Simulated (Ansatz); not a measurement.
This run works on a proposed trial structure, not on a known crystal.

Input and command of a plane-wave DFT calculation in Ansatz:

```yaml
crystal:
  lattice:
    - [6.8006718145, -1.921634097, -0.0262128862]
    - [6.8006718145, 1.921634097, -0.0262128862]
    - [-1.7222526951, 0.0, 10.3728791553]
  atoms:
    - { symbol: Ta, position: [0.2983184686, 0.2983184686, 0.630418483] }
    - { symbol: Ta, position: [0.358379302, 0.358379302, 0.0038642073] }
    - { symbol: Ta, position: [0.6415290589, 0.6415290589, 0.998408471] }
    - { symbol: As, position: [0.7020971736, 0.7020971736, 0.3624923329] }
    - { symbol: Au, position: [0.6017552132, 0.6017552132, 0.6318128558] }
    - { symbol: Au, position: [0.3998879322, 0.3998879322, 0.3657674579] }
    - { symbol: O, position: [0.3425715808, 0.3425715808, 0.8055720865] }
    - { symbol: O, position: [0.416378828, 0.416378828, 0.5563520218] }
    - { symbol: O, position: [0.7815910436, 0.7815910436, 0.593887855] }
    - { symbol: O, position: [0.6595757083, 0.6595757083, 0.2007081149] }
    - { symbol: O, position: [0.5909449675, 0.5909449675, 0.4348649966] }
    - { symbol: O, position: [0.2189733507, 0.2189733507, 0.4115574396] }
    - { symbol: O, position: [0.6154545869, 0.6154545869, 0.8221425518] }
    - { symbol: O, position: [0.1439989684, 0.1439989684, 0.6409679255] }
    - { symbol: O, position: [0.382995001, 0.382995001, 0.1794711673] }
    - { symbol: O, position: [0.8449829663, 0.8449829663, 0.3582543082] }
    - { symbol: O, position: [0.5005054381, 0.5005054381, 0.0025760238] }
    - { symbol: O, position: [0.8126859482, 0.8126859482, 0.9923253349] }
    - { symbol: O, position: [0.1873744637, 0.1873744637, 0.0085563661] }
basis:
  ecutwfc: 500
kpoints:
  mp_grid: { grid: [8, 8, 4] }
  band_path:
    path:
      - [[0.0, 0.0, 0.0], [-0.27053734, 0.27053734, 0.0]]
      - [[0.27053734, 0.72946266, 0.0], [0.5, 0.5, 0.0], [0.0, 0.0, 0.0], [0.5, 0.5, -0.5], [0.26608507, 0.73391493, -0.5]]
      - [[-0.26608507, 0.26608507, -0.5], [0.0, 0.0, -0.5], [0.0, 0.0, 0.0]]
      - [[0.0, 0.5, -0.5], [0.0, 0.0, 0.0], [0.0, 0.5, 0.0]]
    npoints: 10
hamiltonian:
  xc: r2scan
scf:
  occupations: { method: gaussian, width: 0.1 }
  n_extra_bands: 47
output:
  forces: true
  stress: true
  eigenvalues: true
  populations: true
  dos: { projected: true, de: 0.02, nscf_kmesh: { grid: [10, 10, 5] } }
  bader: false
  write_density: true
  write_potential: true
  elf: true
  volumetric_format: npy
```

```bash
ansatz run input.yaml --threads 5 --pin off --max-ram 14080MiB --backend cpu --events-out ev --progress --plain --runs-dir out
```

Processor: Intel(R) Xeon(R) Platinum 8488C (Sapphire Rapids), 5 threads, on a host shared with other jobs.

Task: Estimate time, memory and problem size.

Result: About 4.7 min, peak memory 5.5 GiB. It solves 132 bands at 78 k points (after reduction by symmetry) with about 6853 plane waves, in 10 SCF iterations.
